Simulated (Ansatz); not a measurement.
C in the diamond structure, relaxed with r2SCAN: 5 runs in Ansatz 0.2.0, each a calculation of independent-particle optics. The symmetry is Fd-3m (No. 227, cubic); a = 3.560 Å in the conventional setting, 5.64 Å³ an atom. C has 4 C at 1.54 Å. Spin-unpolarised throughout; all numbers are computed.

```
CELL_PARAMETERS angstrom
0.00000 1.78012 1.78012
1.78012 0.00000 1.78012
1.78012 1.78012 0.00000
ATOMIC_POSITIONS crystal
C 0.00000 0.00000 0.00000
C 0.25000 0.25000 0.25000
```

On meshes this coarse, single peaks can be features of the mesh. No local fields, no excitons; the zone sum runs over the cells of the mesh, and ε∞ includes the bands left out of the spectrum. Up to four peaks are listed, those above 15 % of the tallest and inside the complete range; the four can differ from row to row. Rows marked drawn have settings drawn at random (some not listed).

```tsv
functional	k mesh	broadening (eV)	scissors (eV)	range (eV)	settings	direct gap on the mesh before scissors (eV)	ε∞ xx	ε∞ yy	ε∞ zz	complete up to (eV)	tallest peaks of mean ε₂ (eV)
PBE	10×10×10	0.1	0.00	0–18	chosen	5.61	5.95	5.95	5.95	18.0	11.15
r2SCAN	10×10×10	0.1	0.00	0–18	chosen	5.90	5.71	5.71	5.71	18.0	11.75
PBE	10×10×10	0.1	1.39 (to HSE06)	0–18	chosen	5.61	5.40	5.40	5.40	18.0	12.55
LDA	6×6×6	0.25	2.50	2–10	drawn	5.55	5.07	5.07	5.07	10.0	none
```

Q: Estimate from these rows what the further settings give.

| functional | k mesh | broadening (eV) | scissors (eV) | range (eV) | settings |
| --- | --- | --- | --- | --- | --- |
| r2SCAN | 8×8×8 | 0.25 | 0.30 | 2–30 | drawn |

A:
```json
{"functional": "r2SCAN", "k mesh": "8×8×8", "broadening (eV)": "0.25", "scissors (eV)": "0.30", "range (eV)": "2–30", "settings": "drawn", "direct gap on the mesh before scissors (eV)": "5.90", "ε∞ xx": "5.60", "ε∞ yy": "5.60", "ε∞ zz": "5.60", "complete up to (eV)": "30.0", "tallest peaks of mean ε₂ (eV)": "12.20"}
```

The fundamental gap is indirect (4.19 eV with PBE on 10×10×10); the table holds the direct one.
